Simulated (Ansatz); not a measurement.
## Ansatz 0.2.0, settings compared: YbGe₂Pd₂

Run with:

```bash
ansatz run input.yaml --threads 1 --pin off --max-ram 2560MiB --backend cpu --events-out ev --progress --plain --runs-dir out
```

The input file (Ansatz 0.2.0, plane waves):

```yaml
crystal:
  lattice:
    - [0.0, 4.263458, 0.0]
    - [4.263458, 0.0, 0.0]
    - [2.131729, 2.131729, -4.976406]
  atoms:
    - { symbol: Yb, position: [0.0, 0.0, 0.0] }
    - { symbol: Ge, position: [0.375, 0.375, 0.25] }
    - { symbol: Ge, position: [0.625, 0.625, 0.75] }
    - { symbol: Pd, position: [0.75, 0.25, 0.5] }
    - { symbol: Pd, position: [0.25, 0.75, 0.5] }
  symmetry: { tolerance: 0.0003 }
kpoints:
  mp_grid: { grid: [5, 5, 5], shift: [0, 0, 0] }
magnetization:
  spin_polarized: false
scf:
  occupations: { method: tetrahedron }
hamiltonian:
  pseudopotentials: { kind: paw }
  xc: r2scan
basis:
  ecutwfc: 500
output:
  forces: true
  stress: true
  eigenvalues: true
```

Origin of the cell: a database entry, scaled a little.

Output of this run (shortened):

```
SCF iter   1: F=—  HF=-36394.874293 eV  Δρ=2.00e-1  dr2=6.11e1  dr2_τ=1.58e0
SCF iter   2: F=—  HF=-36393.246816 eV  Δρ=4.25e-1  dr2=1.68e2  dr2_τ=2.62e0  defer=47  recentre
SCF iter   3: F=—  HF=-36391.524783 eV  Δρ=1.32e-1  dr2=2.34e1  dr2_τ=1.59e-1  defer=52
SCF iter   4: F=—  HF=-36388.730973 eV  Δρ=8.53e-2  dr2=6.14e0  dr2_τ=2.95e-2  defer=48
SCF iter   5: F=—  HF=-36387.211530 eV  Δρ=5.06e-2  dr2=2.13e0  dr2_τ=8.45e-3  defer=42
[… 7 lines left out …]
SCF iter  13: F=—  HF=-36386.933939 eV  Δρ=8.36e-4  dr2=6.58e-4  dr2_τ=8.24e-6  defer=41
SCF iter  14: F=—  HF=-36386.933966 eV  Δρ=1.82e-4  dr2=2.94e-5  dr2_τ=4.97e-7  defer=41
SCF iter  15: F=—  HF=-36386.933982 eV  Δρ=5.26e-5  dr2=2.25e-6  dr2_τ=3.46e-8  defer=41
SCF iter  16: F=—  HF=-36386.933985 eV  Δρ=9.73e-6  dr2=9.09e-8  dr2_τ=2.74e-9
SCF iter  17: F=-36386.933984 eV  HF=-36386.933984 eV  Δρ=7.93e-6  dr2=6.48e-8  dr2_τ=1.10e-9
SCF 1 converged in 17 iterations: F = -36386.933984 eV  dr2 = 6.48e-8
SCF converged after 17 iterations
Stability not checked: this state was not tested for a lower state beside it, because cold or Methfessel-Paxton smearing, or corrected tetrahedra, fill the levels in a way that the test cannot read (fill_not_monotonic; […]
Free energy (F): -36386.933984 eV
Harris-Foulkes:  -36386.933984 eV  (|F-HF|=3.29e-8)
Internal energy: -36386.929396 eV  (E = F + TS)
E sigma→0 (E₀):  -36386.933984 eV
Entropy (-TS):   -0.004588 eV (-0.918 meV/atom)
Fermi energy:    15.625019 eV
--- Per-component energies (eV) ---
  E_band       = -499.398501
  E_kinetic    = 1614.517258
  E_local      = -13822.815983  (includes V_loc(G=0)·N_el)
  E_nonlocal   = 1814.358515
  E_hartree    = 5948.917922
  E_xc         = -624.273356
  E_vxc        = -838.388423  (∫ρ·V_xc dr)
  E_paw        = -18973.302700  (= ΣΔE_a)
  E_vpaw       = -1222.251019  (= ΣTr[D̂ρ^β])
  E_aug_tail   = 0.000250  (compensation charges beyond the density's cutoff)
  E_vtau       = 57.337703  (kinetic-family band-sum trace: ∫τ·v_τ [+ j·A + Jᵃ·Aᵃ] dr)
  E_ewald      = -12342.104803
  E_core_change = -2.226498  (= ΣΔE_core)
  E_smearing   = -0.004588  (= −TS)
  Σ components = -36386.933984   (vs F -36386.933984, Δ=0.00e0)
--- Forces (eV/Å), atoms counted from 1 ---
  atom   1  Yb    -0.000000     0.000000     0.000000
  atom   2  Ge     0.000000     0.000000     0.621125
  atom   3  Ge     0.000000     0.000000    -0.621125
  atom   4  Pd     0.000000     0.000000     0.000000
  atom   5  Pd     0.000000     0.000000     0.000000
  max |Σ_I F_I| component: 2.78e-17 eV/Å
--- Stress (GPa, compression-positive) ---
        2.707670       0.000000       0.000000
        0.000000       2.707670       0.000000
        0.000000       0.000000       2.370225
  P = ⅓ Tr σ = 2.5952 GPa (25.952 kbar)
```

The same input was run again with these changes:

1. `kpoints.mp_grid.grid` [5, 5, 5] → [2, 2, 2]; `scf.occupations.method` tetrahedron → tetrahedron_uncorrected
2. `crystal.symmetry` { tolerance: 0.0003 } → { detect: false }
3. `scf.algorithm` default → density_mixing; `scf.initial_density.chi_scale` default → 0.3
4. `hamiltonian.dispersion` default → d4

| run | end | SCF iterations | P (GPa) | max force component (eV/Å) | moment (μB) | ΔE(σ→0) (meV/atom) |
| --- | --- | --- | --- | --- | --- | --- |
| base | converged | 17 | 2.60 | 0.621 | – | 0 |
| 1 | converged | 18 | 0.70 | 0.999 | – | -19.93 |
| 2 | converged | 16 | 2.60 | 0.621 | – | 0.00 |
| 3 | converged | 18 | 2.60 | 0.621 | – | 0.00 |
| 4 | converged | 17 | 1.52 | 0.624 | – | – |

Energies are compared only where functional, datasets, charge and starting cell are the same.

Not properties of the system: run 1 (too coarse or loose: `kpoints.mp_grid.grid` = [2, 2, 2]).

Caveats of the base run: f shells without a U or exact exchange are poorly placed; forces and stress under tetrahedra may miss the slope of the energy; no spin polarisation, so a magnetic state may lie lower; no spin-orbit coupling, though heavy elements are present; the k mesh is coarse if the cell is a metal.

The base run ran for 27 s on 1 thread of Intel(R) Xeon(R) Platinum 8259CL CPU @ 2.50GHz (Skylake/Cascade Lake), with other jobs on the host, peak memory 0.67 GiB, from the program's own first density.
